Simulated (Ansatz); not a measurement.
## Structure relaxation, TaSi2

The start is a generated cell, TaSi2 placed in the AFLOW prototype A2B_tI6_139_d_a (L\'2). A full variable-cell relaxation at zero pressure is run with PBEsol (plane waves to 420 eV, PAW, scalar-relativistic; Ansatz, a quantum-chemistry and plane-wave program). First-step values are on the input's coarse k-mesh.

Ansatz input (later rounds restart from its end on a renewed k-mesh):
Ansatz 0.2 input:
```yaml
crystal:
  lattice:
    - [-2.0828034, 2.0828034, 2.5552442]
    - [2.0828034, -2.0828034, 2.5552442]
    - [2.0828034, 2.0828034, -2.5552442]
  atoms:
    - { symbol: Si, position: [0.75, 0.25, 0.5] }
    - { symbol: Si, position: [0.25, 0.75, 0.5] }
    - { symbol: Ta, position: [0, 0, 0] }
basis: { ecutwfc: 420, ecutrho_ratio: 4, xc_grid: 2, fft_grid_basis: typed }
kpoints: { mp_grid: { grid: [8, 8, 8] } }
hamiltonian:
  xc: pbesol
  dispersion: none
  pseudopotentials: { kind: paw }
scf: { occupations: { method: fermi_dirac, width: 0.05 } }
relax: { f_tol: 0.01, max_steps: 100, cell: { stress_tol: 0.02 } }
output: { forces: true, stress: true }
```

How does the volume per atom move from start to end?

+19.4 %, from 14.78 to 17.65 Å³/atom.

How do the shortest distances between atoms change?

The closest pairs of elements (up to four, under 3.6 Å), start → end: Si–Ta 2.44 → 2.61 Å; Si–Si 2.56 → 2.54 Å.

Is the relaxed structure metallic? Give its gap.

Zero (metallic).

Give the final cell and atomic positions.


Space group I4/mmm (No. 139); a = b = 4.5612 Å, c = 5.0892 Å, α = β = γ = 90.00°

| atom | site | symmetry | x | y | z |
|---|---|---|---|---|---|
| Si | 4d | -4m2 | 0.0000 | 0.5000 | 0.2500 |
| Ta | 2a | 4/mmm | 0.0000 | 0.0000 | 0.0000 |
(The calculation used a cell of 3 atoms; values per cell refer to that cell.)

The space group stays I4/mmm (No. 139) (the run could not lower it), with 3 atoms in the primitive cell. Final values are on a 14×14×14 k-mesh of the relaxed cell. No spin polarisation in the result. The relaxed primitive cell holds an odd number of electrons. A magnetic state may lie lower.

The run could not lose the symmetry of its start, so the end can be a saddle point.

All atoms sit on sites fixed by symmetry, so only the cell could relax.

The relaxed structure here is a generated cell of TaSi2: the first start was made by placing the elements on the sites of a structure type, and the end was not matched to a known phase here, so it may be hypothetical. Known forms of TaSi2 include space group No. 181.
